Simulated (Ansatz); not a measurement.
Here is the system:

KTaO3 (cubic perovskite, space group No. 221), a = 3.9901 Å, b = 3.9901 Å, c = 3.9901 Å, α = 90.00°, β = 90.00°, γ = 90.00°.

This is the r²SCAN-relaxed structure.

### Question
All from DFT-r²SCAN in the program Ansatz with PAW potentials, unless another level is named. Predict the electron effective mass with spin–orbit coupling, band 1 of 2 at the edge.

### Answer
0.78 along [100], 0.54 along [110], 0.44 along [111] (mₑ).

### Question
And the electron effective mass, band 3 of 3 at the edge?

### Answer
0.28 along [100], 0.28 along [110], 0.39 along [111] (mₑ).

### Question
Predict the valence-band maximum.

### Answer
at R.

### Question
What about the weight of the conduction-edge state by species (Voronoi cells)?

### Answer
Ta 69 %, O 29 %, K 2 %.

Space group Pm-3m (cubic perovskite). The r²SCAN relaxation kept the symmetry of its start; phonons on a q-mesh show weakly imaginary modes. No spin polarisation was allowed. Spin–orbit coupling is left out wherever it is not named.

Potentials: the later of the program's two PAW sets.

Edges and masses are those of Kohn–Sham bands, whose gap is no quasiparticle gap.
